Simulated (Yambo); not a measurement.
Absorption of Sr$_{2}$NO$_{6}$H$_{3}$ (space group P-62m, No. 189) with and without the electron-hole interaction (Yambo, LDA bands; 3×3×6 mesh, 14 valence and 10 conduction bands, static screening with 83 bands and a 3 Ry block, scissor 3.73 eV, Tamm-Dancoff; field along x). Axes are Cartesian, with cell vectors (Å) (6.70, 0.00, 0.00), (-3.35, 5.81, 0.00), (0.00, 0.00, 3.59).

```json
[
 {"E (eV)": "2.35", "Im ε, BSE": "0.02", "Im ε, independent quasiparticles": "0.01"},
 {"E (eV)": "2.45", "Im ε, BSE": "0.02", "Im ε, independent quasiparticles": "0.01"},
 {"E (eV)": "2.55", "Im ε, BSE": "0.02", "Im ε, independent quasiparticles": "0.01"},
 {"E (eV)": "2.65", "Im ε, BSE": "0.02", "Im ε, independent quasiparticles": "0.01"},
 {"E (eV)": "2.75", "Im ε, BSE": "0.02", "Im ε, independent quasiparticles": "0.01"},
 {"E (eV)": "2.85", "Im ε, BSE": "0.02", "Im ε, independent quasiparticles": "0.01"},
 {"E (eV)": "2.95", "Im ε, BSE": "0.02", "Im ε, independent quasiparticles": "0.01"},
 {"E (eV)": "3.05", "Im ε, BSE": "0.02", "Im ε, independent quasiparticles": "0.01"},
 {"E (eV)": "3.15", "Im ε, BSE": "0.02", "Im ε, independent quasiparticles": "0.01"},
 {"E (eV)": "3.25", "Im ε, BSE": "0.02", "Im ε, independent quasiparticles": "0.01"},
 {"E (eV)": "3.35", "Im ε, BSE": "0.02", "Im ε, independent quasiparticles": "0.01"},
 {"E (eV)": "3.45", "Im ε, BSE": "0.02", "Im ε, independent quasiparticles": "0.01"},
 {"E (eV)": "3.55", "Im ε, BSE": "0.02", "Im ε, independent quasiparticles": "0.02"},
 {"E (eV)": "3.65", "Im ε, BSE": "0.02", "Im ε, independent quasiparticles": "0.02"},
 {"E (eV)": "3.75", "Im ε, BSE": "0.03", "Im ε, independent quasiparticles": "0.02"},
 {"E (eV)": "3.85", "Im ε, BSE": "0.03", "Im ε, independent quasiparticles": "0.02"},
 {"E (eV)": "3.95", "Im ε, BSE": "0.03", "Im ε, independent quasiparticles": "0.02"},
 {"E (eV)": "4.05", "Im ε, BSE": "0.03", "Im ε, independent quasiparticles": "0.02"},
 {"E (eV)": "4.15", "Im ε, BSE": "0.03", "Im ε, independent quasiparticles": "0.02"},
 {"E (eV)": "4.25", "Im ε, BSE": "0.03", "Im ε, independent quasiparticles": "0.02"},
 {"E (eV)": "4.35", "Im ε, BSE": "0.04", "Im ε, independent quasiparticles": "0.02"},
 {"E (eV)": "4.45", "Im ε, BSE": "0.04", "Im ε, independent quasiparticles": "0.02"},
 {"E (eV)": "4.55", "Im ε, BSE": "0.04", "Im ε, independent quasiparticles": "0.02"},
 {"E (eV)": "4.65", "Im ε, BSE": "0.04", "Im ε, independent quasiparticles": "0.02"},
 {"E (eV)": "4.75", "Im ε, BSE": "0.05", "Im ε, independent quasiparticles": "0.02"},
 {"E (eV)": "4.85", "Im ε, BSE": "0.05", "Im ε, independent quasiparticles": "0.03"},
 {"E (eV)": "4.95", "Im ε, BSE": "0.05", "Im ε, independent quasiparticles": "0.03"},
 {"E (eV)": "5.05", "Im ε, BSE": "0.06", "Im ε, independent quasiparticles": "0.03"},
 {"E (eV)": "5.15", "Im ε, BSE": "0.07", "Im ε, independent quasiparticles": "0.03"},
 {"E (eV)": "5.25", "Im ε, BSE": "0.08", "Im ε, independent quasiparticles": "0.03"},
 {"E (eV)": "5.35", "Im ε, BSE": "0.09", "Im ε, independent quasiparticles": "0.03"},
 {"E (eV)": "5.45", "Im ε, BSE": "0.11", "Im ε, independent quasiparticles": "0.04"},
 {"E (eV)": "5.55", "Im ε, BSE": "0.14", "Im ε, independent quasiparticles": "0.04"},
 {"E (eV)": "5.65", "Im ε, BSE": "0.19", "Im ε, independent quasiparticles": "0.04"},
 {"E (eV)": "5.75", "Im ε, BSE": "0.29", "Im ε, independent quasiparticles": "0.04"},
 {"E (eV)": "5.85", "Im ε, BSE": "0.47", "Im ε, independent quasiparticles": "0.05"},
 {"E (eV)": "5.95", "Im ε, BSE": "0.59", "Im ε, independent quasiparticles": "0.05"},
 {"E (eV)": "6.05", "Im ε, BSE": "0.60", "Im ε, independent quasiparticles": "0.06"},
 {"E (eV)": "6.15", "Im ε, BSE": "0.56", "Im ε, independent quasiparticles": "0.06"},
 {"E (eV)": "6.25", "Im ε, BSE": "0.43", "Im ε, independent quasiparticles": "0.07"},
 {"E (eV)": "6.35", "Im ε, BSE": "0.36", "Im ε, independent quasiparticles": "0.08"},
 {"E (eV)": "6.45", "Im ε, BSE": "0.35", "Im ε, independent quasiparticles": "0.09"},
 {"E (eV)": "6.55", "Im ε, BSE": "0.33", "Im ε, independent quasiparticles": "0.10"},
 {"E (eV)": "6.65", "Im ε, BSE": "0.32", "Im ε, independent quasiparticles": "0.12"},
 {"E (eV)": "6.75", "Im ε, BSE": "0.33", "Im ε, independent quasiparticles": "0.15"},
 {"E (eV)": "6.85", "Im ε, BSE": "0.36", "Im ε, independent quasiparticles": "0.20"},
 {"E (eV)": "6.95", "Im ε, BSE": "0.43", "Im ε, independent quasiparticles": "0.29"},
 {"E (eV)": "7.05", "Im ε, BSE": "0.54", "Im ε, independent quasiparticles": "0.46"},
 {"E (eV)": "7.15", "Im ε, BSE": "0.76", "Im ε, independent quasiparticles": "0.68"},
 {"E (eV)": "7.25", "Im ε, BSE": "1.21", "Im ε, independent quasiparticles": "0.74"},
 {"E (eV)": "7.35", "Im ε, BSE": "1.97", "Im ε, independent quasiparticles": "0.67"},
 {"E (eV)": "7.45", "Im ε, BSE": "2.26", "Im ε, independent quasiparticles": "0.66"},
 {"E (eV)": "7.55", "Im ε, BSE": "2.09", "Im ε, independent quasiparticles": "0.63"},
 {"E (eV)": "7.65", "Im ε, BSE": "2.25", "Im ε, independent quasiparticles": "0.52"},
 {"E (eV)": "7.75", "Im ε, BSE": "2.84", "Im ε, independent quasiparticles": "0.45"},
 {"E (eV)": "7.85", "Im ε, BSE": "3.26", "Im ε, independent quasiparticles": "0.44"},
 {"E (eV)": "7.95", "Im ε, BSE": "3.04", "Im ε, independent quasiparticles": "0.48"},
 {"E (eV)": "8.05", "Im ε, BSE": "2.73", "Im ε, independent quasiparticles": "0.59"},
 {"E (eV)": "8.15", "Im ε, BSE": "2.96", "Im ε, independent quasiparticles": "0.80"},
 {"E (eV)": "8.25", "Im ε, BSE": "2.69", "Im ε, independent quasiparticles": "1.21"},
 {"E (eV)": "8.35", "Im ε, BSE": "2.02", "Im ε, independent quasiparticles": "1.85"},
 {"E (eV)": "8.45", "Im ε, BSE": "1.91", "Im ε, independent quasiparticles": "2.51"},
 {"E (eV)": "8.55", "Im ε, BSE": "2.39", "Im ε, independent quasiparticles": "3.55"},
 {"E (eV)": "8.65", "Im ε, BSE": "2.78", "Im ε, independent quasiparticles": "4.77"},
 {"E (eV)": "8.75", "Im ε, BSE": "2.26", "Im ε, independent quasiparticles": "5.67"},
 {"E (eV)": "8.85", "Im ε, BSE": "2.08", "Im ε, independent quasiparticles": "6.23"},
 {"E (eV)": "8.95", "Im ε, BSE": "2.15", "Im ε, independent quasiparticles": "4.45"},
 {"E (eV)": "9.05", "Im ε, BSE": "2.19", "Im ε, independent quasiparticles": "2.55"},
 {"E (eV)": "9.15", "Im ε, BSE": "2.62", "Im ε, independent quasiparticles": "1.58"},
 {"E (eV)": "9.25", "Im ε, BSE": "3.44", "Im ε, independent quasiparticles": "1.07"}
]
```

The scissor comes from a G0W0 run whose convergence isn't established. Broadening 0.15 eV. The band window holds all transitions up to 12.9 eV. Fine structure above the onset can come from the mesh.

Geometry of the Materials Project entry, not relaxed at this level; primitive cell a = b = 6.7043 Å, c = 3.5915 Å, α = β = 90.00°, γ = 120.00°.
